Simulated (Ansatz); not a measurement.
This FeCo3Ge4 structure is the end of a relaxation. The cell was found from a structure generator's guess, not taken from experiment.

All numbers below come from DFT PBE, scalar-relativistic, plane waves, PAW (Ansatz). Cutoff 420 eV, Γ-centred mesh, Gaussian smearing, collinear spin.

```
CELL_PARAMETERS angstrom
5.99097 -1.89922 0.00000
5.99097 1.89922 0.00000
-0.81066 0.00000 4.77340
ATOMIC_POSITIONS crystal
Fe 0.00000 0.00000 0.50000
Co 0.00000 0.00000 0.00000
Co 0.80489 0.80489 0.17679
Co 0.19511 0.19511 0.82321
Ge 0.18504 0.18504 0.31612
Ge 0.81496 0.81496 0.68388
Ge 0.42709 0.42709 0.21651
Ge 0.57291 0.57291 0.78349
```

Energies over the elements count from the elements' standard structures at the same level, with no fitted energy shifts.

**Question.** Find its symmetry and describe it.

**Answer.** C2/m (No. 12). Conventional cell: a = 11.982 Å, b = 3.798 Å, c = 4.842 Å, β = 99.6°. Fe has 6 Ge at 2.42–2.52 Å, 2 Co at 2.42 Å and 2 Co at 2.59 Å; around Co on a site of symmetry 2/m lie 6 Ge at 2.40–2.47 Å, 2 Fe at 2.42 Å and 2 Co at 2.62 Å; around Co on a site of symmetry m lie 6 Ge at 2.39–2.54 Å, 1 Fe at 2.59 Å, 3 Co at 2.62–2.74 Å and 1 Ge at 3.10 Å; Ge on its first site has 5 Co at 2.41–2.54 Å and 1 Fe at 2.52 Å; 1 more site not described.

**Question.** How far does it lie from the elements in energy?

**Answer.** −0.16 eV/atom. Whether it is stable depends on the other phases of the system, which aren't compared here.

**Question.** Is it a metal?

**Answer.** Yes, bands cross the Fermi level on the 10×10×8 mesh.

**Question.** Which magnetic moments does it keep?

**Answer.** 0.22 μB per atom net, the space between the atoms included; by site: Fe -1.3; Co -0.6 μB.

The last run used collinear spin, a 10×10×8 mesh (in the run's order of axes) for its 8-atom cell and Gaussian smearing of 0.10 eV. Another magnetic order may lie lower. Symmetry constrained the relaxation, so the result can be a saddle point.
